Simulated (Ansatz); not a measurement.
Total density of states per atom from PBE (plane waves, PAW; program Ansatz), in 0.25 eV bins, energy from the Fermi level:

```
E (eV) | states/eV/atom
    -7.85 | # 0.09
    -7.60 | # 0.11
    -7.35 | # 0.12
    -7.10 | ## 0.14
    -6.85 | ## 0.17
    -6.60 | ## 0.20
    -6.35 | ### 0.26
    -6.10 | ####### 0.55
    -5.85 | ####### 0.63
    -5.60 | ######## 0.70
    -5.35 | ######### 0.78
    -5.10 | ########## 0.86
    -4.85 | ############ 1.02
    -4.60 | ############## 1.15
    -4.35 | ########### 0.89
    -4.10 | ###### 0.49
    -3.85 | #### 0.36
    -3.60 | ###### 0.53
    -3.35 | ##################### 1.74
    -3.10 | ######################## 1.97
    -2.85 | ############### 1.27
    -2.60 | ############# 1.11
    -2.35 | ############## 1.14
    -2.10 | #################### 1.72
    -1.85 | #################### 1.71
    -1.60 | ############## 1.14
    -1.35 | ########### 0.88
    -1.10 | ##### 0.46
    -0.85 | ##### 0.39
    -0.60 | #### 0.37
    -0.35 | #### 0.37
    -0.10 | ##### 0.38
     0.15 | ###### 0.53
     0.40 | ######## 0.69
     0.65 | ######### 0.72
     0.90 | ######### 0.77
     1.15 | ########## 0.87
     1.40 | ############ 1.01
     1.65 | ############# 1.09
     1.90 | ############# 1.10
     2.15 | ############### 1.22
     2.40 | ############# 1.11
     2.65 | ############## 1.21
     2.90 | ####################### 1.89
     3.15 | ############################## 2.51
     3.40 | ############# 1.09
     3.65 | ######### 0.74
     3.90 | ####### 0.59
     4.15 | ###### 0.53
     4.40 | ###### 0.49
     4.65 | ###### 0.47
```

Which compound is it?
A) ZnSe, zinc blende
B) Nb, bcc (W type)
C) W, bcc (W type)
D) CoPtO2, R-3m (Co on 3b, Pt on 3a, O on 6c)

C, W, bcc (W type). Within 0.5 eV of the Fermi level: W 5d 87 %, outside the projected shells 9 %. Projections are on Löwdin-orthogonalised atomic valence shells; empty p or d shells of many metals are not among them.

Space group Im-3m (bcc (W type)). Symmetry was held in the PBE relaxation. No spin polarisation was allowed. Scalar-relativistic: spin–orbit coupling is off unless named, which matters more the heavier the elements.

Potentials: the earlier of the program's two PAW sets.
